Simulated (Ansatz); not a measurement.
## Run on Fe (Im-3m) — total moment held at 3.63 μB

The calculation used DFT, r2SCAN, all-electron PAW with datasets made for the crystal, scalar-relativistic (Ansatz 0.2.0).

Command: `ansatz run input.yaml --threads 1 --pin off --max-ram 3072MiB --backend cpu --events-out ev --progress --plain --runs-dir out`

```yaml
crystal:
  lattice:
    - [-1.443, 1.443, 1.443]
    - [1.443, -1.443, 1.443]
    - [1.443, 1.443, -1.443]
  atoms:
    - { symbol: Fe, position: [0.0, 0.0, 0.0], spin: 3.63 }
magnetization:
  spin_polarized: true
  initial_magnetization: 3.63
  spin_locking: { lock_magnetization: hard }
kpoints:
  mp_grid: { grid: [14, 14, 14] }
scf:
  occupations: { method: fermi_dirac, width: 0.05 }
  lower_state_search: "off"
hamiltonian:
  xc: r2scan
  pseudopotentials: { kind: all_electron, datasets: crystal }
output:
  forces: true
  stress: true
  eigenvalues: false
```

Output:

```
Warning: This run holds its total moment fixed (magnetization.spin_locking.lock_magnetization: hard) and mixes its density by anderson or broyden (scf.mixing.algorithm, typed or taken by auto). Slabs with a fixed moment have converged under broyden above another state at the same moment, at the default mixing steps and at smaller ones, and under scf.lower_state_search: standard, light or off a sta …
settings of this run that can trade accuracy for cost: output.eigenvalues: false. Do not mix this run's numbers with those of runs without the same settings; the input reference describes each key
hamiltonian.pseudopotentials.datasets: crystal makes datasets for this crystal and solves the spheres of its atoms anew in each pass: cutoff 300.0 eV, the density's 2100.0 eV; for an error of 0.50 meV an atom under PBE, 0.5 meV for the cell; an energy difference from a run of another recipe may be off by several times the error for the cell, under r2SCAN by more, where some 0.1 meV an atom stays a …
Engine: ansatz 0.2.0
Pseudopotentials: kind: all_electron
Pseudopotential: Fe, paw, valence charge 16, recommended cutoff 300 eV (normal), crystal/all_electron/r2scan/scalar/gaussian/Fe, Koelling and Harmon's equation, gaussian nucleus
Functional definition: r2SCAN
  parameter k0 = 0.174
  parameter k1 = 0.065
  parameter a1 = 4.9479
  exchange = r2scan_x(k0 = k0, k1 = k1, a1 = a1)
  correlation = r2scan_c
Crystal: 1 atoms, lattice volume = 12.019 Å³
Basis set: ecut = 300 eV, 141 PW (Γ), exchange–correlation on 60×60×60 points (27 copies of the dense FFT grid, shifted against one another)
Bands: 14, of which v1, the nominal top of the filled ones, is band 8 counted from 1 (7 counted from 0)
Symmetry: 48 space group operations
Space group: Im-3m (ITA 229), of the structure as read, at distance tolerance 2.3e-5 Å
Magnetic group: BNS 229.140 (UNI 1642), of the structure as read, at distance tolerance 2.3e-5 Å
k-points: 104 of 2744
Non-local potential: Fe, projectors of the file, l = 0: 2, l = 1: 2, l = 2: 2
PAW form: soft (Blöchl's): semilocal exchange-correlation on the pseudo side does not see the compensation charge
PAW one-centre angular grid: Fe, 590 points (default); XC on its mesh's 1905 points in the sphere
Initial density: superposition of atomic densities (chi_scale 0.1, normalization cell)
Starting moments: Σ|m| = 3.63 μB on 1 of 1 site
Initial wavefunctions: pseudopotential atomic-orbital guess
Functional: x = r2scan, c = r2scan; τ floored in thin density (d = 2e-4 eV/Å³)
iter 1 solved again at ethr=2.59e-2 eV; its pass at ethr=1.00e-1 eV (dr2=4.14e0 eV) is discarded
SCF iter   1: F=—  HF=-34640.300468 eV  |F-HF|=—  |Δ(HF+E_count)|=         —  Δρ=1.13e-1 (↑9.32e-2 ↓1.13e-1)  dr2=4.21e0  dr2_τ=6.25e-3  dr2_m=1.99e-2  M=3.630 μB ∫|m|=3.630 μB  β_m=1.20  ethr=2.59e-2  ⟨swp⟩=2.0  Hψ=15839  notcnv=0
preconditioner: auto → none  [metal: Δε(μ)=0.020 eV  Ē_g=13.018 eV  σ=0.050 eV  W_gap=0.10  n_scr=0 (ndim 8)  ℏωp=30.3 eV  f_vac=0.000  D(μ)=0.96/eV (n_scr^D=12)]
iter 2 solved again at ethr=1.93e-3 eV; its pass at ethr=2.59e-2 eV (dr2=3.09e-1 eV) is discarded
SCF iter   2: F=—  HF=-34639.576043 eV  |F-HF|=—  |Δ(HF+E_count)|=   7.24e-1  Δρ=3.31e-2 (↑2.05e-2 ↓3.31e-2)  dr2=3.07e-1  dr2_τ=8.53e-4  dr2_m=5.89e-3  M=3.630 μB ∫|m|=3.635 μB  β_m=1.20  ethr=1.93e-3  ⟨swp⟩=2.0  Hψ=11351  notcnv=0  κ⁻¹=1.0e0(r=1)
SCF iter   3: F=—  HF=-34639.554106 eV  |F-HF|=—  |Δ(HF+E_count)|=   2.19e-2  Δρ=1.73e-2 (↑8.60e-3 ↓1.73e-2)  dr2=4.90e-3  dr2_τ=1.75e-3  dr2_m=1.80e-2  M=3.630 μB ∫|m|=3.632 μB  β_m=1.20  ethr=1.92e-3  ⟨swp⟩=2.9  Hψ=6560  notcnv=0  defer=2  κ⁻¹=6.3e-2(r=2)
SCF iter   4: F=—  HF=-34639.702386 eV  |F-HF|=—  |Δ(HF+E_count)|=   1.48e-1  Δρ=6.72e-3 (↑6.72e-3 ↓1.21e-3)  dr2=3.65e-3  dr2_τ=7.08e-6  dr2_m=1.06e-3  M=3.630 μB ∫|m|=3.633 μB  β_m=1.20  ethr=3.06e-5  ⟨swp⟩=3.0  Hψ=8605  notcnv=0  κ⁻¹=1.3e-3(r=3)
SCF iter   5: F=—  HF=-34639.706517 eV  |F-HF|=—  |Δ(HF+E_count)|=   4.13e-3  Δρ=2.97e-3 (↑1.94e-3 ↓2.97e-3)  dr2=1.59e-3  dr2_τ=2.31e-6  dr2_m=3.63e-5  M=3.630 μB ∫|m|=3.636 μB  β_m=1.20  ethr=2.28e-5  ⟨swp⟩=2.3  Hψ=4977  notcnv=0  defer=1  κ⁻¹=1.3e-3(r=3)
SCF iter   6: F=—  HF=-34639.707174 eV  |F-HF|=—  |Δ(HF+E_count)|=   6.57e-4  Δρ=1.90e-3 (↑8.88e-4 ↓1.90e-3)  dr2=4.47e-4  dr2_τ=1.99e-7  dr2_m=3.26e-5  M=3.630 μB ∫|m|=3.637 μB  β_m=1.20  ethr=9.93e-6  ⟨swp⟩=2.4  Hψ=5083  notcnv=0  κ⁻¹=5.6e-5(r=4)
SCF iter   7: F=—  HF=-34639.708171 eV  |F-HF|=—  |Δ(HF+E_count)|=   9.97e-4  Δρ=3.15e-4 (↑2.24e-4 ↓3.15e-4)  dr2=5.53e-6  dr2_τ=5.55e-8  dr2_m=4.03e-6  M=3.630 μB ∫|m|=3.637 μB  β_m=1.20  ethr=2.79e-6  ⟨swp⟩=2.5  Hψ=6595  notcnv=0  κ⁻¹=5.6e-5(r=4)
SCF iter   8: F=—  HF=-34639.708247 eV  |F-HF|=—  |Δ(HF+E_count)|=   7.65e-5  Δρ=1.32e-4 (↑1.32e-4 ↓1.16e-4)  dr2=3.41e-6  dr2_τ=1.33e-9  dr2_m=8.23e-8  M=3.630 μB ∫|m|=3.637 μB  β_m=1.20  ethr=3.45e-8  ⟨swp⟩=3.0  Hψ=5838  notcnv=0  κ⁻¹=1.6e-7(r=5)
SCF iter   9: F=—  HF=-34639.708259 eV  |F-HF|=—  |Δ(HF+E_count)|=   1.20e-5  Δρ=4.96e-5 (↑4.96e-5 ↓4.53e-5)  dr2=1.62e-7  dr2_τ=9.56e-10  dr2_m=8.32e-8  M=3.630 μB ∫|m|=3.636 μB  β_m=1.20  ethr=2.13e-8  ⟨swp⟩=3.0  Hψ=5660  notcnv=0  κ⁻¹=2.4e-8(r=6)
SCF iter  10: F=—  HF=-34639.708260 eV  |F-HF|=—  |Δ(HF+E_count)|=   9.00e-7  Δρ=2.78e-5 (↑2.43e-5 ↓2.78e-5)  dr2=1.43e-7  dr2_τ=1.65e-10  dr2_m=1.39e-8  M=3.630 μB ∫|m|=3.636 μB  β_m=1.20  ethr=1.01e-9  ⟨swp⟩=3.0  Hψ=5736  notcnv=0  κ⁻¹=9.8e-9(r=7)
SCF iter  11: F=—  HF=-34639.708261 eV  |F-HF|=—  |Δ(HF+E_count)|=   2.50e-7  Δρ=1.78e-5 (↑5.44e-6 ↓1.78e-5)  dr2=1.95e-8  dr2_τ=8.35e-11  dr2_m=1.05e-8  M=3.630 μB ∫|m|=3.636 μB  β_m=1.20  ethr=8.94e-10  ⟨swp⟩=3.0  Hψ=5275  notcnv=0  κ⁻¹=5.5e-10(r=8)
SCF iter  12: F=-34639.708263 eV  HF=-34639.708263 eV  |F-HF|=1.61e-7  |Δ(HF+E_count)|=   2.31e-6  Δρ=1.26e-5 (↑9.79e-6 ↓1.26e-5)  dr2=2.99e-9  dr2_τ=1.64e-9  dr2_m=1.22e-8  M=3.630 μB ∫|m|=3.636 μB  ethr=1.22e-10  ⟨swp⟩=3.0  Hψ=5830  notcnv=0
SCF 1 converged in 12 iterations: F = -34639.708262 eV  dr2 = 2.99e-9
  Residual-converged pass: ⟨swp⟩=2.5  Hψ=3954  notcnv=0  max |occ|·‖R‖ = 3.7e-6 eV (tolerance 3.7e-6 eV)  dr2=2.99e-9  dr2_τ=1.64e-9  dr2_m=1.22e-8  dr2_onsite=1.50e-8  max |Δocc| = 4.9e-10
  greatest PAW one-centre occupation: 1.014 electrons in one spin orbital (limit 2), on the Fe atom at site 0 (counted from 0), in its partial waves of l = 1
this state was not tested for a lower state beside it, because the mixer in use, unlike msr1, does not test its closes by its own steps (another_mixer; see scf.mixing.algorithm and scf.lower_state_search)
SCF converged after 12 iterations
Magnetization: 3.6300 μB (9.8150 up, 6.1850 down)
Absolute magnetization: 3.6364 μB (∫|ρ↑−ρ↓|)
Spin contamination: 0.0182 ħ² per cell (⟨S²⟩ above its minimum at these occupations)
Per-site moments (μB) at R_I (Å): [(3.5312892215362806, 1.0309815925702797)]
Free energy (F): -34639.708262 eV
Harris-Foulkes:  -34639.708262 eV  (|F-HF|=1.61e-7)
Internal energy: -34639.698150 eV  (E = F + TS)
E sigma→0 (E₀):  -34639.703206 eV
Entropy (-TS):   -0.010112 eV (-10.112 meV/atom)
Past the cutoff: the bands carry plane waves up to 2.50 times it, of which those up to 1.5 times it add -0.002321 eV an atom, each by itself; the spheres take 0.001082 eV an atom off the energy for waves past 2.50 times it
Past the cutoffs: a stress includes 0.0072 GPa for waves and charges beyond them, in addition to the slope of what the spheres take
In the spheres:  the bands' charges fall short by 2.2e-6 e at most (sound up to 1e-3)
Fermi energy:    19.109533 (↑ 20.948967, ↓ 17.270100) eV
--- Per-component energies (eV) ---
  E_band       = -253.950992
  E_kinetic    = 123.264069
  E_local      = -1302.552069  (includes V_loc(G=0)·N_el)
  E_nonlocal   = -392.702948
  E_hartree    = 686.397879
  E_xc         = -40.402892
  E_vxc        = -59.223854  (∫ρ·V_xc dr)
  E_paw        = -35478.934645  (= ΣΔE_a)
  E_vpaw       = -4089.048194  (= ΣTr[D̂ρ^β])
  E_vtau       = 4.076216  (kinetic-family band-sum trace: ∫τ·v_τ [+ j·A + Jᵃ·Aᵃ] dr)
  E_ewald      = -2324.209962
  E_smearing   = -0.010112  (= −TS)
  E_closure    = 4089.442418  (closes the sum)
  Σ components = -34639.708262   (vs F -34639.708262, Δ=0.00e0)
  The terms above E_closure are by the made datasets' own strengths, without shells solved beside the bands.
--- Forces (eV/Å), atoms counted from 1 ---
  atom   1  Fe     0.00000000    -0.00000000     0.00000000
  max |Σ_I F_I| component: 1.00e-32 eV/Å
--- Stress (GPa, compression-positive) ---
       29.341155       0.000000      -0.000000
        0.000000      29.341155      -0.000000
       -0.000000       0.000000      29.341155
  P = ⅓ Tr σ = 29.3412 GPa (293.412 kbar)
settings of this run that can trade accuracy for cost: output.eigenvalues: false. Do not mix this run's numbers with those of runs without the same settings; the input reference describes each key
```

Site moments (μB): Fe 3.53. Cell moment 3.63 μB.

The magnetic group in the log treats spin as a scalar label, without spin–orbit coupling.

The Ansatz runs typed with the search for lower states off end where their start leads. r²SCAN is known to give itinerant transition metals moments and polarisation energies that are too large. These are results for the start and cell typed. The real compound can order otherwise, in a larger cell, or not at all, since semilocal functionals at zero temperature often overstate magnetism.

It took 14 s on 1 thread of Arm Neoverse V1 (shared host), peak memory 0.56 GiB.
